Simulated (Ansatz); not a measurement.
# Structure relaxation, AlOs

The relaxed structure here is a generated cell of AlOs: the first start was made by placing the elements on the sites of a structure type, and the end was not matched to a known phase here, so it may be hypothetical.

The start is a generated cell, AlOs built in the AFLOW prototype AB_hP12_194_df_ce (B18, as in CuS). Cell shape, volume and atoms are optimised at zero target pressure with PBE (plane waves to 420 eV, PAW, scalar-relativistic; Ansatz, a quantum-chemistry and plane-wave program). First-step values are on the input's coarse k-mesh.

Ansatz input (later rounds restart from its end on a renewed k-mesh):
Ansatz 0.2 input:
```yaml
crystal:
  lattice:
    - [3.5388858, 0, 0]
    - [-1.7694429, 3.064765, 0]
    - [0, 0, 14.5809927]
  atoms:
    - { symbol: Os, position: [0.33333333, 0.66666667, 0.75] }
    - { symbol: Os, position: [0.66666667, 0.33333333, 0.25] }
    - { symbol: Os, position: [0.33333333, 0.66666667, 0.10724] }
    - { symbol: Os, position: [0.66666667, 0.33333333, 0.60724] }
    - { symbol: Os, position: [0.66666667, 0.33333333, 0.89276] }
    - { symbol: Os, position: [0.33333333, 0.66666667, 0.39276] }
    - { symbol: Al, position: [0.33333333, 0.66666667, 0.25] }
    - { symbol: Al, position: [0.66666667, 0.33333333, 0.75] }
    - { symbol: Al, position: [0, 0, 0.0637] }
    - { symbol: Al, position: [0, 0, 0.5637] }
    - { symbol: Al, position: [0, 0, 0.9363] }
    - { symbol: Al, position: [0, 0, 0.4363] }
basis: { ecutwfc: 420, ecutrho_ratio: 4, xc_grid: 2, fft_grid_basis: typed }
kpoints: { mp_grid: { grid: [9, 9, 2] } }
hamiltonian:
  xc: pbe
  dispersion: none
  pseudopotentials: { kind: paw }
scf: { occupations: { method: fermi_dirac, width: 0.05 } }
relax: { f_tol: 0.01, max_steps: 100, cell: { stress_tol: 0.02 } }
output: { forces: true, stress: true }
```

```yaml
initial_pressure: "+107 GPa (positive: the cell is compressed)"
largest_initial_force: 8.92 eV/Å, on Al9, Al10, Al11, Al12 (atoms numbered as listed)
outcome: The space group stays P6₃/mmc (No. 194) (the run could not lower it), with 12 atoms in the primitive cell
energy_released: 3.37 eV/atom
volume_change: +15.1 %, from 13.18 to 15.16 Å³/atom
Shortest distances (start → end): "The closest pairs of elements (up to four, under 3.6 Å), start → end: Al–Al 1.86 → 2.83 Å; Al–Os 2.04 → 2.44 Å; Os–Os 2.92 → 2.52 Å"
band_gap_at_the_end: zero (metallic)
optimiser_moves: 32
```

Final values are on a 10×10×4 k-mesh of the relaxed cell. No spin polarisation in the result.

The run could not lose the symmetry of its start, so the end can be a saddle point.
